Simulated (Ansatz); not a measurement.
## Kick test of a cell of Ta4Ge3

It was reached by relaxing an invented guess, and it needn't be the stable form of this composition.

The calculation used Ansatz 0.2.0, DFT PBE, scalar-relativistic, plane waves, PAW. Settings: cutoff 420 eV, Γ-centred mesh 6×6×6 on the computed 14-atom cell, Gaussian smearing of 0.10 eV; no spin polarisation.

The cell below (14 atoms, space group I-43d (No. 220)) is relaxed within its symmetry.

```cif
data_structure
_symmetry_space_group_name_H-M 'P 1'
_symmetry_Int_Tables_number 1
_cell_length_a 6.7973
_cell_length_b 6.7973
_cell_length_c 6.7973
_cell_angle_alpha 109.471
_cell_angle_beta 109.471
_cell_angle_gamma 109.471
_cell_volume 241.76
loop_
_atom_site_label
_atom_site_type_symbol
_atom_site_fract_x
_atom_site_fract_y
_atom_site_fract_z
_atom_site_occupancy
Ta1 Ta 0.84053 0.50000 0.00000 1
Ta2 Ta 0.50000 0.00000 0.34053 1
Ta3 Ta 0.50000 0.00000 0.84053 1
Ta4 Ta 0.00000 0.34053 0.50000 1
Ta5 Ta 0.65947 0.65947 0.65947 1
Ta6 Ta 0.00000 0.84053 0.50000 1
Ta7 Ta 0.34053 0.50000 0.00000 1
Ta8 Ta 0.15947 0.15947 0.15947 1
Ge1 Ge 0.12500 0.75000 0.87500 1
Ge2 Ge 0.87500 0.12500 0.75000 1
Ge3 Ge 0.75000 0.87500 0.12500 1
Ge4 Ge 0.25000 0.62500 0.37500 1
Ge5 Ge 0.62500 0.37500 0.25000 1
Ge6 Ge 0.37500 0.25000 0.62500 1
```

For the test it was strained at random (σ = 1.5 % a component), the atoms were moved at random (σ = 0.15 Å), and all was relaxed again on a coarse 4×4×4 mesh (in the run’s order of axes) with 0.20 eV smearing, with no symmetry imposed.

Spin–orbit coupling, which can matter for Ta, is left out.

Question: Is the structure stable against such a distortion?

Answer: It returns, within 1 meV/atom of the unmoved cell on that mesh and with the same symmetry when read at 0.1 Å (I-4 at 0.01 Å, so small strains and shifts remain). So it is stable against the distortions that fit this cell and that this random move excites. Modes that don't fit the cell aren't tested.
